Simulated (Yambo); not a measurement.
Rb2Te (anti-fluorite, space group Fm-3m, No. 225), G0W0@PBEsol in Yambo with this input:

```
rim_cut
gw0
dyson
el_el_corr
HF_and_locXC
ppa
em1d
RandQpts= 1000000
RandGvec= 1 Ry
EXXRLvcs= 80 Ry
VXCRLvcs= 320 Ry
Chimod= "HARTREE"
% BndsRnXp
 1 | 432 |
%
NGsBlkXp= 7 Ry
% LongDrXp
 1.0 | 1.0 | 1.0 |
%
PPAPntXp= 27.2114 eV
% GbndRnge
 1 | 432 |
%
GTermKind= "BG"
DysSolver= "n"
ExtendOut
```

On a 2×2×2 mesh, with wavefunctions cut at 80 Ry, the gap (X → Γ) is 3.378 eV and the valence edge shifts by -1.481 eV.

**Question.** What happens with this change: 192 bands in W?

**Answer.** The gap falls by 0.053 eV, to 3.325 eV; the shift of the valence edge becomes -1.352 eV. Neither run is shown to be the converged limit.

The standard potential for Te keeps a d shell in the valence without the s and p states of that shell. In tests on such compounds this moved G0W0 gaps by up to about 0.9 eV, so absolute quasiparticle energies here are unreliable; differences between settings are what counts.

Spin-orbit coupling is included.

Geometry relaxed with PBEsol; primitive cell a = b = c = 5.9607 Å, α = β = γ = 60.00°.

The structure is a Materials Project entry; no match was found in the copy of COD used, and its stability was not checked.

A shift is the quasiparticle energy of the state minus its PBEsol energy.
